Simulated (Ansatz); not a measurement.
# Squeezing Ta (sc type)

```yaml
crystal:
  lattice:
    - [2.70810, 0.00000, 0.00000]
    - [0.00000, 2.70810, 0.00000]
    - [0.00000, 0.00000, 2.70810]
  atoms:
    - { symbol: Ta, position: [0.00000, 0.00000, 0.00000] }
```

The cell comes from a relaxation on PAW files under the same functional, begun from a prototype that needn't be the stable phase.

Its volume is scaled at fixed shape and fractional positions.

All numbers are PBEsol results (scalar-relativistic) from Ansatz 0.2.0, with a Γ-centred 14×14×14 k mesh, Fermi–Dirac smearing of 0.05 eV, no spin polarisation. Methods: LAPW: all electrons, basis error target 1 meV/atom; PAW: frozen-core files, cutoff 420 eV; crystal datasets: all electrons, by PAW datasets that the program makes for each cell; norm-conserving: pseudopotentials, cutoff 789 eV.

Energies are extrapolated to zero smearing and count from the unscaled cell; pressure is positive in compression; gaps take the mesh and a band path. No temperature or zero-point motion is included.

Spin–orbit coupling is left out, which matters for the heavy atoms. The PAW files were made under PBE. The structure type is held throughout; the real material can change phase at far lower pressure.

```tsv
V/V0	V (Å³/atom)	P LAPW (GPa)	ΔE LAPW (eV/atom)	P PAW − LAPW (GPa)	ΔE PAW − LAPW (meV/atom)
1.00	19.86	-0.12	0.000	0.12	0.0
0.90	17.87	19.26	0.107	0.32	2.6
0.80	15.89	52.1	0.529	0.75	9.0
0.70	13.90	109.6	1.497	1.67	23.3
0.60	11.92	214.7	3.436	3.52	54.3
0.50	9.93	427.1	7.246	6.92	116.7
0.40	7.94	921.2	?	13.73	237.1
```

Task: What belongs in the row "0.40", column "ΔE LAPW (eV/atom)"?

Result: 15.139.

Task: Fit the Vinet equation to the LAPW pressures over the whole range, with residuals weighted by 1/(|P| + 0.03·Pmax).

Result: V0 = 19.90 Å³/atom, B0 = 133 GPa and B0′ = 4.88, and the fit misses no point by more than 23 GPa. A fit over so wide a range pins B0 less well than one near rest.

Task: At the smallest volume, how far do crystal datasets and norm-conserving lie from LAPW in pressure?

Result: crystal datasets: 0.00 GPa; norm-conserving: -6.89 GPa, on a LAPW pressure of 921.2 GPa.

Task: How do the Löwdin populations by LAPW change from the unscaled cell to the last row?

Result: Ta 5s 1.95 → 1.79, Ta 6s 0.87 → 0.49, Ta 5p 5.96 → 5.73, Ta 5d 4.14 → 4.97 electrons an atom. These are projections on the shells that the free atoms fill; 0.08 e a cell lies outside them at the start and 0.06 e at the end.
